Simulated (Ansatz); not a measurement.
## LiP5 — quadrupolar parameters

The cell is a Materials Project structure (computed, not necessarily an observed phase).

Space group Pna2_1 (No. 33); a = 10.4935, b = 6.6687, c = 6.5738 Å.

```
site  Wyckoff  site symmetry       x       y       z
  Li       4a              1  0.9222  0.4556  0.0559
  P5       4a              1  0.9151  0.9167  0.4259
  P9       4a              1  0.9073  0.9037  0.9094
 P13       4a              1  0.1918  0.9221  0.1672
 P17       4a              1  0.3089  0.4475  0.1672
 P21       4a              1  0.1307  0.6110  0.1834
```

One atom of each set is listed.

All values are calculated (Ansatz; DFT, PBE, plane waves and PAW, scalar-relativistic, 420 eV cutoff, Γ-centred 3×5×5 k-points, Fermi–Dirac smearing 0.05 eV), not measured.

V_zz is the principal component of the electric field gradient with the largest magnitude, η = (V_xx − V_yy)/V_zz and C_Q = eQV_zz/h.

Li-7: I = 3/2, Q = -40.10 mb. Quadrupole moments are those of Pyykkö's year-2017 table.

**Question.** What field gradients does the calculation give at each kind of site?

**Answer.** 

```csv
site,atoms,first shell,"V_xx, V_yy, V_zz (10²¹ V/m²)",η,C_Q (MHz)
Li,4,3 P at 2.55–2.65 Å; also 3 P at 3.03–3.14 Å,"-0.021, -0.11, 0.14",0.69,-0.131
P5,4,3 P at 2.22–2.23 Å; also 1 Li at 3.13 Å,"3.46, 3.95, -7.41",0.07,–
P9,4,3 P at 2.22–2.23 Å; also 1 Li at 3.14 Å,"3.29, 3.80, -7.09",0.07,–
P13,4,"3 P at 2.17–2.23 Å, 1 Li at 2.65 Å","4.09, 5.06, -9.15",0.11,–
P17,4,3 P at 2.17–2.23 Å; also 1 Li at 3.03 Å,"3.50, 4.62, -8.12",0.14,–
P21,4,"2 P at 2.17 Å, 2 Li at 2.55–2.56 Å","0.96, 10.47, -11.42",0.83,–
```

The structure holds P–P bonds (2.22 Å). At Li, P5, P9 and P17 V_zz stands upright on the plane through its three neighbours (within 8°) in each case.

P has no stable isotope with a ground-state quadrupole moment in the table, so no C_Q is given.

The largest force is 0.4 eV/Å, so the atoms aren't at the calculated equilibrium and relaxing them would move these values. With these PAW files V_zz is typically within 2 to 3 % of all-electron values, but misses above 10 % occur on Li.

Hardware: 1 thread of Arm Neoverse V2 (aarch64; 8 cores open to the job, memory cap 2.5 GiB, no GPU), a shared host with a load of 0.3 a core. Wall time 93 s, CPU time 93 s, peak memory 0.82 GiB.
